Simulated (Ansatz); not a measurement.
Si:
Space group Fd-3m, origin choice 1 (No. 227); a = b = c = 5.4337 Å, α = β = γ = 90.00°

```tsv
atom	site	symmetry	x	y	z
Si	8a	-43m	0.0000	0.0000	0.0000
```
(The calculation used a cell of 2 atoms; values per cell refer to that cell.)

Relaxed with PBEsol.

Task: Give the optical modes at the zone centre with their infrared activity from DFPT, plane-wave PAW PBEsol (Ansatz code).

Result: Transverse frequencies, without the LO–TO term; a row sums one degenerate level.

```
ω (cm⁻¹)  degeneracy  IR ((D/Å)²/amu)     activity  symmetry
--------  ----------  ---------------  -----------  --------
509                3             0.00  IR-inactive       T2g
```

The cell was relaxed with PBEsol under the symmetry of its start; phonons on a q-mesh show no instability.

Potentials: the later of the program's two PAW sets.
